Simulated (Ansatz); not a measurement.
Polymorphs of ZrIr, each relaxed with plane-wave PAW PBEsol (Ansatz code):

A: CsCl type (Pm-3m)
a = b = c = 3.268 Å, α = β = γ = 90.00°

```
atom  site  symmetry       x       y       z
----  ----  --------  ------  ------  ------
Zr      1b      m-3m  0.5000  0.5000  0.5000
Ir      1a      m-3m  0.0000  0.0000  0.0000
```

B: Cmcm
a = 3.141 Å, b = 10.141 Å, c = 4.464 Å, α = β = γ = 90.00°

| atom | site | symmetry | x | y | z |
|---|---|---|---|---|---|
| Zr | 4c | m2m | 0.0000 | 0.3567 | 0.2500 |
| Ir | 4c | m2m | 0.0000 | 0.0915 | 0.2500 |

C: rock salt (Fm-3m)
a = 5.363 Å, b = 5.363 Å, c = 5.363 Å, α = 90.00°, β = 90.00°, γ = 90.00°

| atom | site | symmetry | x | y | z |
|---|---|---|---|---|---|
| Ir | 4a | m-3m | 0.0000 | 0.0000 | 0.0000 |
| Zr | 4b | m-3m | 0.5000 | 0.5000 | 0.5000 |

Problem. Put the candidates in order of energy per atom at 0 K, lowest first, for PBEsol.

Solution. B (+0 meV/atom), A (+68 meV/atom), C (+399 meV/atom)

Built on a structure type that need not be the filed one of that space group: B. Typed or built starts, not in the databases checked: C. Standing as an ambient phase not checked: A; B. Unstable at this level: A. All cells were relaxed under the symmetry of their starts (and spin orders); stability against distortions was not tested throughout. Rows with no word on spin ran without spin polarisation. Spin–orbit coupling is left out wherever it is not named.

Energies hold the estimated change up to a 700 eV cutoff; steps of a few meV lie near the error of the meshes.

Potentials: the later of the program's two PAW sets.
